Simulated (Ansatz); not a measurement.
FeBiO3:
```yaml
crystal:
  lattice:
    - [4.72705, 2.85186, 0.00000]
    - [-4.72705, 2.85186, 0.00000]
    - [-3.41032, 0.00000, 4.53995]
  atoms:
    - { symbol: Bi, position: [0.89816, 0.39816, 0.24387] }
    - { symbol: Fe, position: [0.20460, 0.20460, 0.00000] }
    - { symbol: O, position: [0.03955, 0.96406, 0.77399] }
    - { symbol: O, position: [0.96406, 0.03955, 0.22601] }
    - { symbol: O, position: [0.01723, 0.51723, 0.68218] }
    - { symbol: Bi, position: [0.39816, 0.89816, 0.75613] }
    - { symbol: Fe, position: [0.70460, 0.70460, 0.50000] }
    - { symbol: O, position: [0.46406, 0.53955, 0.19850] }
    - { symbol: O, position: [0.53955, 0.46406, 0.80150] }
    - { symbol: O, position: [0.51723, 0.01723, 0.31782] }
```
The run is spin-polarised; directions of the spins, atom by atom: 0 ↑ 0 0 0 0 ↓ 0 0 0.

Tensor components refer to the Cartesian frame of this cell.

Give the high-frequency dielectric tensor and the Born effective charge tensors of the independent atoms from DFPT, PBEsol in the plane-wave PAW code Ansatz.


ε∞:
```
14.3  0.00  1.01
0.00  10.2  0.00
1.01  0.00  13.7
```
Z* of atom 1 (Bi), rows: field, columns: displacement, in e:
```
 4.90  -0.14   0.02
-0.05   4.02   0.06
 0.02   0.19   4.89
```
Z* of atom 2 (Fe), rows: field, columns: displacement, in e:
```
 4.47   0.00  -0.41
 0.00   3.41   0.00
-0.01   0.00   4.34
```
Z* of atom 3 (O), rows: field, columns: displacement, in e:
```
-3.44   0.13   0.33
 0.34  -2.40  -0.36
 0.47  -0.48  -2.99
```
Z* of atom 5 (O), rows: field, columns: displacement, in e:
```
-3.01   0.41  -0.46
 0.29  -2.63  -0.38
-0.46  -0.55  -2.74
```

Space group Ima2. The start of the workflow was typed in or built on a structure type; neither database checked (COD, Materials Project) lists it. It is not the phase usual at ambient conditions (space group No. 161). Symmetry was held in the PBEsol relaxation, as lowered by the spin order; whether a distortion lowers the energy is not shown. Spin order of the final state: antiferromagnetic, chosen from 5 collinear starts compared on coarse meshes (ties went to the first, and starts can fall back to one state), not a proven ground state. No Hubbard U is applied. Spin–orbit coupling is left out wherever it is not named.

Potentials: the later of the program's two PAW sets.
